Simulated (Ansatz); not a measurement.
# AgW: computed property card

AgW:
```xyz
2
Lattice="0.0000 2.6505 2.6505 2.6505 0.0000 2.6505 2.6505 2.6505 0.0000" Properties=species:S:1:pos:R:3 pbc="T T T"
Ag     0.0000     0.0000     0.0000
W      2.6505     2.6505     2.6505
```

Space group Fm-3m (No. 225), rock salt; conventional cell a = b = c = 5.301 Å, α = β = γ = 90.00°.

Method: plane-wave PAW r²SCAN (Ansatz code). The cell and atoms are relaxed at this level. Other levels are named where they apply.

**Cell and energy**

| Property | Value |
|---|---|
| Volume per atom | 18.62 Å³ |
| Density | 13.01 g/cm³ |
| Formation energy from the elements (no fitted shifts) | 2177 meV/atom |

**Electronic structure**

| Item | Value |
|---|---|
| Electronic character | metallic (no gap) |
| Density of states at the Fermi level | 1.0 states/eV per atom (mean over ±0.08 eV) |
| Gap with spin–orbit coupling | none (metallic) |

**Mechanics**

| Property | Result |
|---|---|
| Bulk modulus (Birch–Murnaghan fit) | 166 GPa |
| Pressure derivative B′ | 4.8 |
| Elastic constants (relaxed ions, GPa) | C11 = 389, C12 = 54.7, C44 = -17.2 |
| Mechanical stability | unstable (C has a negative eigenvalue) |

**Charges**

| Property | Result |
|---|---|
| Bader charges | Ag -0.89, W +0.89 e |

The start of the workflow was typed in or built on a structure type; neither database checked (COD, Materials Project) lists it. Whether it is the stable phase at ambient conditions was not checked. Symmetry was held in the r²SCAN relaxation. The run is not spin-polarised. Its formation energy is positive at this level, so the cell may be metastable or incomplete. As this level gives no gap, shear constants depend on the k-mesh and smearing (Fermi–Dirac, 0.1 eV here). The references are the lowest solids computed at this level, not always the standard phases. Spin–orbit coupling is left out wherever it is not named.

Potentials: the later of the program's two PAW sets.
